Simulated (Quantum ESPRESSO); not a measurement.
Re4Mo2TaOs, different elements on one site, starting from this cell

Computed values, not a measurement. The program is pw.x of Quantum ESPRESSO 7.5 (plane-wave density functional theory). The cell is made up: eight metal atoms on a hexagonal close-packed lattice, with elements, volume, strain and displacements drawn at random and not relaxed, so it may be unstable or far from any real phase. PseudoDojo standard norm-conserving files set the functional (PBE unless stated); there is no spin polarisation or spin-orbit coupling, the Fermi-Dirac width of 0.25 eV means electrons at about 2900 K, and the masses in the input are unused placeholders. Heavy elements are run without spin-orbit coupling, which real alloys of them have. A spin test at this wide smearing found no moment, but such smearing suppresses magnetism that the real alloy may have.

The runs put different elements on site 8. Cell, positions, cutoff, mesh and smearing stay as in the input of run 1; sites are counted in its order. Stress in the tables is positive in tension.

Input of run 1:

```
&control calculation='scf', pseudo_dir='./dojo.nc.sr.pbe.v0_5.standard.upf', outdir='./o', disk_io='minimal', tprnfor=.true., tstress=.true. /
&system ibrav=0, nat=8, ntyp=4, nbnd=77, ecutwfc=84.00895049, nosym=.true., tot_charge=0,
 occupations='smearing', smearing='fd', degauss=0.0183746611
/
&electrons conv_thr=1.470e-08, electron_maxstep=70, mixing_beta=0.5 /
ATOMIC_SPECIES
Mo 1.0 Mo.upf
Os 1.0 Os.upf
Re 1.0 Re.upf
Ta 1.0 Ta.upf
CELL_PARAMETERS angstrom
0.0 0.0 -4.5106
0.0 4.8924 0.0
5.6493 0.0 0.0
ATOMIC_POSITIONS angstrom
Re -0.005 0.0817 0.0565
Re 2.727 -0.1718 -0.0123
Re 1.47 2.3897 -0.0525
Re 4.3288 2.4858 -0.0149
Mo -0.03 1.6019 -2.0996
Ta 2.9433 1.6405 -2.1193
Mo 1.3235 4.2019 -2.3163
Os 4.1848 4.0957 -2.2549
K_POINTS automatic
5 5 4 1 1 1
```

```
run  elements on sites 1 to 8  -TS (eV)  pressure (GPa)  stress xx (GPa)  stress yy (GPa)  stress zz (GPa)  stress yz (GPa)  stress xz (GPa)  stress xy (GPa)  iterations
  1   Re Re Re Re Mo Ta Mo Os    -1.789            3.92            -4.57            -0.77            -6.42            -0.48             0.84            -0.17          20
  2   Re Re Re Re Mo Ta Mo Ag    -1.642            8.11            -8.43            -5.35           -10.54            -0.32             0.40             0.59          19
  3   Re Re Re Re Mo Ta Mo Ti    -2.023            8.47            -8.77            -5.47           -11.18            -0.62             0.27            -0.08          20
  4   Re Re Re Re Mo Ta Mo In    -1.562           14.83           -14.80           -12.55           -17.15            -0.40             0.46             0.47          19
  5   Re Re Re Re Mo Ta Mo Zr    -1.925           18.59           -18.46           -16.04           -21.26            -0.76             0.38             0.03          18
```

Forces Fx Fy Fz (eV/Å):

```
site              run 1              run 2              run 3              run 4             run 5
   1  -0.55 -0.73 -0.41  -0.10 -0.55 -0.39  -0.57 -0.74 -0.15   0.20 -0.48 -0.38  0.05 -0.36 -0.22
   2     0.62 0.75 0.43    -0.19 1.16 0.38     0.56 0.48 0.47    -0.23 1.31 0.39   -0.24 0.87 0.48
   3    0.01 -0.29 1.32    0.05 -0.23 1.24     0.09 0.04 1.36   -0.11 -0.18 1.30    0.10 0.28 1.36
   4    -0.50 0.61 1.30   -0.33 -0.32 1.34    -0.33 0.37 1.39   -0.32 -0.42 1.43  -0.26 -0.61 1.44
   5    1.07 0.87 -1.50    1.36 0.68 -1.40    1.29 0.67 -1.42    1.55 0.63 -1.54   1.97 0.77 -1.40
   6   -1.25 0.37 -1.69  -1.79 -0.09 -1.51   -1.54 0.20 -1.61  -2.50 -0.01 -1.47  -2.24 0.23 -1.56
   7    0.24 -1.36 0.41    0.50 -0.56 0.35    0.29 -0.88 0.22    0.69 -0.60 0.37   0.38 -0.91 0.23
   8    0.36 -0.22 0.16   0.50 -0.10 -0.01   0.21 -0.15 -0.26   0.72 -0.25 -0.10  0.22 -0.27 -0.34
```

Energies are left out, as each element's file has its own zero. A rerun of one cell of this series at a higher cutoff and on a denser mesh moved values by no more than 0.004 eV in energy, 0.07 GPa in stress and 0.011 eV/Å in force, and a second program with other atomic files agreed on that cell to 2 % rms in force and 0.5 GPa in pressure.